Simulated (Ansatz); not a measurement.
## MoS2 (3R-MoS2 type, space group R3m), map of one atom of the cell

MoS₂ (3R-MoS2 type, space group R3m)

```xyz
3
Lattice="1.5578 0.8994 5.7855 -1.5578 0.8994 5.7855 0.0000 -1.7988 5.7855" Properties=species:S:1:pos:R:3 pbc="T T T"
Mo     0.0000     0.0000     0.0007
S      0.0000     0.0000    13.1296
S      0.0000     0.0000    10.0110
```

In this cell atom 3 (S, nearest neighbour Mo at 2.381 Å; its periodic images, 3.1 Å or more away, move with it) is moved by u·(1.000, 0.000, 0.000) + v·(0.000, 0.000, 1.000); the rest is frozen.

Computed with PBEsol-D3(BJ) (plane waves to 420 eV, PAW, scalar-relativistic; Ansatz, a first-principles code). k mesh 10×10×10 (Γ-centred), Fermi-Dirac smearing 0.05 eV. E stands for the smeared free energy. Stress and pressure are positive under compression. Points where atoms come too close for the PAW data are left out (x in tables, blank in figures). As the smearing reaches across the gap at some points, energies and forces of such displacements shift with the k mesh and the smearing. MoS2 is run without spin polarisation. MoS2 was relaxed with its symmetry unable to fall. This is one of several known forms of MoS2; the measured ambient cells at hand have space group No. 194. The zero of ΔE is the undisplaced structure. Axes are in Å.

ΔE (eV/cell), with u across and v down:

```csv
v \ u,-0.600,-0.300,0.000,0.300,0.600
-0.600,2.250,2.008,1.912,2.008,2.250
-0.300,1.463,0.862,0.635,0.862,1.463
0.000,1.746,0.467,0.000,0.467,1.746
0.300,x,1.906,0.996,1.906,x
0.600,x,x,4.059,x,x
```

P (GPa), with u across and v down:

| v \ u | -0.600 | -0.300 | 0.000 | 0.300 | 0.600 |
|---|---|---|---|---|---|
| -0.600 | -12.2 | -14.5 | -15.3 | -14.5 | -12.2 |
| -0.300 | -5.0 | -9.7 | -11.4 | -9.7 | -5.0 |
| 0.000 | 12.2 | 3.2 | 0.0 | 3.2 | 12.2 |
| 0.300 | x | 27.9 | 22.1 | 27.9 | x |
| 0.600 | x | x | 54.0 | x | x |

Read from the data:

| Quantity | Result |
|---|---|
| Lowest place on the grid | u = 0.000 Å, v = 0.000 Å (0 meV/cell) |

(A displaced cell: forces are minus the slopes of the energy, force constants its curvatures, and phonons follow from these.)
